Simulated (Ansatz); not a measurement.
HgTe:
```
CELL_PARAMETERS angstrom
      4.67509     0.00000     0.00000
     -2.33755     4.04875     0.00000
      0.00000     0.00000    10.38579
ATOMIC_POSITIONS crystal
  Hg 0.69113 0.69113 0.00000
  Hg 0.30887 0.00000 0.66667
  Hg 0.00000 0.30887 0.33333
  Te 0.51111 0.51111 0.50000
  Te 0.48889 0.00000 0.16667
  Te 0.00000 0.48889 0.83333
```

Relaxed with r²SCAN. Special points in fractions of this cell's reciprocal vectors: Γ (0.000, 0.000, 0.000); M (0.500, 0.000, 0.000); K (0.333, 0.333, 0.000); A (0.000, 0.000, 0.500); L (0.500, 0.000, 0.500); H (0.333, 0.333, 0.500).

Task: List the band energies nearest the valence-band maximum at these points for plane-wave PAW r²SCAN (Ansatz code).

Result: In eV from the valence-band maximum; about four levels below and three above (degenerate sets whole), none deeper than 8.9 eV; points with the same levels are listed once.

```tsv
k	below	above
Γ	-1.27 -1.27 -0.18 -0.17 -0.17	0.96 2.56 2.56
M	-2.02 -1.30 -1.03 -0.85	1.06 1.96 2.10
K	-2.68 -2.68 -1.33 -0.94 -0.94	1.27 1.89 1.89
A	-1.29 -1.29 -0.26 -0.26 0.00	1.82 1.82 2.53
L	-2.04 -1.92 -1.02 -0.73	1.36 1.88 2.73
H	-2.21 -2.21 -2.02 -0.87	2.02 2.53 2.53
```

Space group P3_221. The first step of the workflow began from a Materials Project structure, measured or hypothetical; the Crystallography Open Database copy checked does not list it. It is not the phase usual at ambient conditions (space group No. 216). The r²SCAN relaxation kept the symmetry of its start; its stability against distortions is not shown here. Spin–orbit coupling is left out wherever it is not named.

Potentials: the later of the program's two PAW sets.
